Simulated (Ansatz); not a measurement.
MgS (zinc blende, F-43m), the program Ansatz at the r²SCAN level (PAW). The conduction-band minimum lies at Γ, with 1 equivalent valley. Second derivatives d²E/dk² of the lowest band at one valley (eV·Å²), along Cartesian directions:

```json
[
 {"direction": "[100]", "d²E/dk²": "27.82"},
 {"direction": "[010]", "d²E/dk²": "27.82"},
 {"direction": "[001]", "d²E/dk²": "27.82"},
 {"direction": "[110]", "d²E/dk²": "27.82"},
 {"direction": "[101]", "d²E/dk²": "27.82"},
 {"direction": "[011]", "d²E/dk²": "27.82"}
]
```

Question: Find the principal effective masses, the density-of-states mass and the conductivity mass.

Answer: Off-diagonal terms follow from H_xy = H[110] − (H_xx + H_yy)/2, and m*/mₑ = 7.620 eV·Å² over each eigenvalue: 0.27, 0.27, 0.27. One valley's DOS mass (m₁m₂m₃)^(1/3) = 0.27, conductivity mass 3/(Σ 1/mᵢ) = 0.27 mₑ.

Question: What effective density of states Nc follows at 300 K for parabolic valleys?

Answer: Nc = 2.509e19 × 1 × (0.27)^(3/2) ≈ 3.5e18 cm⁻³.

The first step of the workflow began from a Materials Project structure, measured or hypothetical; the Crystallography Open Database copy checked does not list it. COD files the formula under space group No. 225, so this cell is another polymorph or a model. Its standing as an ambient phase is unchecked. The r²SCAN relaxation kept the symmetry of its start; whether a distortion lowers the energy is not shown.

Potentials: the later of the program's two PAW sets.

Edges and masses are those of Kohn–Sham bands, whose gap is no quasiparticle gap.
